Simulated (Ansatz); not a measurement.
The calculation used DFT PBE, scalar-relativistic, plane waves, PAW (Ansatz 0.2.0). All cells share a 420 eV cutoff and Γ-centred k meshes spaced at most about 0.3 Å⁻¹ (about 0.25 or finer for metals, 2π included). No spin polarisation in the final relaxations.

These are static total energies at zero pressure.

Compare these two cells of Ba2Be, each relaxed at this level.

A.

```
CELL_PARAMETERS angstrom
5.39968 0.00000 0.00000
0.00000 5.39968 0.00000
0.00000 0.00000 8.21846
ATOMIC_POSITIONS crystal
Ba 0.00000 0.00000 0.00000
Ba 0.50000 0.50000 0.00000
Ba 0.00000 0.50000 0.61587
Ba 0.50000 0.00000 0.38413
Be 0.00000 0.50000 0.22512
Be 0.50000 0.00000 0.77488
```

B.

```
CELL_PARAMETERS angstrom
0.00000 3.98214 3.98214
3.98214 0.00000 3.98214
3.98214 3.98214 0.00000
ATOMIC_POSITIONS crystal
Ba 0.25000 0.25000 0.25000
Ba 0.75000 0.75000 0.75000
Be 0.00000 0.00000 0.00000
```

Task: Which would you expect to be lower, and how large is the difference?

Result: A is lower, by 8 meV/atom. A has space group P4/nmm (No. 129), 39.9 Å³/atom and no gap on its mesh; B has the fluorite type, space group Fm-3m (No. 225), 42.1 Å³/atom and no gap. Counting all near atoms (those within 1.25 times the shortest distance at each site; a plus sign parts nearer from farther groups; a slash parts the counts of unlike sites), A has Ba 1/4+4, Be 5 and B has Ba 4+6, Be 8. The denser one is the lower, and pressure would at first widen the difference. Even the lower one lies +0.46 eV/atom against the reference forms of the elements (uncorrected), so neither is stable at this level. Both come from invented guesses. A third cell relaxed alike, in I4/mcm, lies 38 meV/atom below the lower of the two.

For metals, differences of a few meV/atom aren't resolved. A magnetic state wasn't ruled out in cells without spin, among them P4/nmm, Fm-3m. Cells relaxed within their symmetry can be saddle points.
